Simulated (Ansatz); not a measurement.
**Guessed and relaxed cells of Y₃Zr₂F**

The guess for Y₃Zr₂F was made by a generator: random cell by space group and Wyckoff sites (P6/mmm, No. 191). The dimensions are guesses.

POSCAR.start

```
Y Zr F
1.0
     5.45479    0.00000    0.00000
    -2.72740    4.72399    0.00000
     0.00000    0.00000    5.30993
Y Zr F
3 2 1
Direct
  0.50000 0.00000 0.00000
  0.00000 0.50000 0.00000
  0.50000 0.50000 0.00000
  0.00000 0.00000 0.21694
  0.00000 0.00000 0.78306
  0.00000 0.00000 0.50000
```

Computed with DFT PBE, scalar-relativistic, plane waves, PAW (Ansatz 0.2.0). Cutoff 420 eV, Gaussian smearing, Γ-centred meshes. Cell and atoms relax first on a coarse mesh and then on a finer one. In between, the cell is made exact in the group found at 0.06 Å. In metals the finer mesh still leaves noise of several meV/atom or more. The steps can't lower the symmetry of their start. No spin polarisation in the relaxation; trial moments died out in a coarse test.

POSCAR.end

```
Y Zr F
1.0
     6.51143    0.00000    0.00000
    -3.25571    5.63906    0.00000
     0.00000    0.00000    6.78743
Y Zr F
3 2 1
Direct
  0.50000 0.00000 0.00000
  0.00000 0.50000 0.00000
  0.50000 0.50000 0.00000
  0.00000 0.00000 0.19156
  0.00000 0.00000 0.80844
  0.00000 0.00000 0.50000
```

The symmetry stays P6/mmm (No. 191). The volume per atom grows by 82.1 %, from 22.8 to 41.5 Å³. The shortest distance goes from 1.50 Å (Zr–F) to 2.09 Å (Zr–F). The energy falls by about 2.9 eV/atom (the start's value is from the coarse mesh).

For Y₃Zr₂F, the volume per atom is 41.54 Å³. The density is 3.12 g/cm³ and the formation energy is +0.13 eV/atom. The gap on the 6×6×6 mesh of the 6-atom cell is 0 eV (a metal).

The zero of energy is the elements' standard structures at the same level (F₂ as a molecule); no fitted shifts are applied. A positive value: parting into the elements would lower its energy.

The last run used Gaussian smearing of 0.10 eV. A structure relaxed within its symmetry needn't be a true minimum. In all, the 3 runs took 6.8 min on 1 thread of Intel(R) Xeon(R) Processor @ 2.50GHz (Skylake/Cascade Lake) (shared host). Another cell of Y3Zr2F relaxed alike, in R-3m, lies 0.60 eV/atom lower, so this cell isn't the stable form at this level.
